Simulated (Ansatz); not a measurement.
ZnCu:
```cif
data_CuZn
_chemical_formula_sum 'Zn1 Cu1'
_space_group_name_H-M_alt 'Pm-3m'
_space_group_IT_number 221
_space_group_name_Hall '-P 4 2 3'
_cell_length_a 2.86945
_cell_length_b 2.86945
_cell_length_c 2.86945
_cell_angle_alpha 90.000
_cell_angle_beta 90.000
_cell_angle_gamma 90.000
loop_
_atom_site_label
_atom_site_type_symbol
_atom_site_symmetry_multiplicity
_atom_site_Wyckoff_symbol
_atom_site_fract_x
_atom_site_fract_y
_atom_site_fract_z
_atom_site_occupancy
Zn1 Zn 1 b 0.50000 0.50000 0.50000 1
Cu1 Cu 1 a 0.00000 0.00000 0.00000 1
```

Relaxed with LDA.

Decompose the optical modes at the zone centre into irreducible representations, and say which are infrared and Raman allowed.

Point group m-3m: Γ_opt = T1u. Infrared: T1u. Raman: none.

Assign frequencies (DFPT, the program Ansatz at the LDA level (PAW)).

T1u 218 cm⁻¹.

Symmetry was held in the LDA relaxation; of distortions, only those at the zone centre were tested. The run is not spin-polarised. As this level gives no gap, phonon frequencies hold no LO–TO term and depend on the k-mesh and smearing (Fermi–Dirac, 0.1 eV here).

Potentials: the later of the program's two PAW sets.
